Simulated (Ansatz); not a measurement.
A structure of ZnCu$_{2}$SnS$_{4}$ relaxed with PBEsol (plane waves to 420 eV, PAW, scalar-relativistic; Ansatz, a program for electronic structure); single points at other levels follow on the same geometry (Ansatz, PAW; HSE06 at 420 eV on a 6×6×6 k-mesh; no spin-orbit coupling). Space group I-4 (No. 82).

```yaml
crystal:
  lattice:
    - [-2.68711, 2.68711, 5.37761]
    - [2.68711, -2.68711, 5.37761]
    - [2.68711, 2.68711, -5.37761]
  atoms:
    - { symbol: Cu, position: [0.00000, 0.00000, 0.00000] }
    - { symbol: Cu, position: [0.75000, 0.25000, 0.50000] }
    - { symbol: Zn, position: [0.25000, 0.75000, 0.50000] }
    - { symbol: Sn, position: [0.50000, 0.50000, 0.00000] }
    - { symbol: S, position: [0.63866, 0.62965, 0.52816] }
    - { symbol: S, position: [0.10149, 0.11050, 0.47184] }
    - { symbol: S, position: [0.37035, 0.89851, 0.00901] }
    - { symbol: S, position: [0.88950, 0.36134, 0.99099] }
```

| level | gap (eV) | kind | conduction minimum |
|---|---|---|---|
| PBEsol | 0.11 | direct | Γ |
| HSE06 | [?] | – | [?] |

### Question
Some entries are withheld; supply them.

### Answer

- HSE06, gap (eV): 1.25
- HSE06, conduction minimum: Γ

No spin polarisation in the result.

The run could not lose the symmetry of its start.

It was reached from a disturbed copy of a I-4 (No. 82) cell, against which it lies under 1 meV/atom.
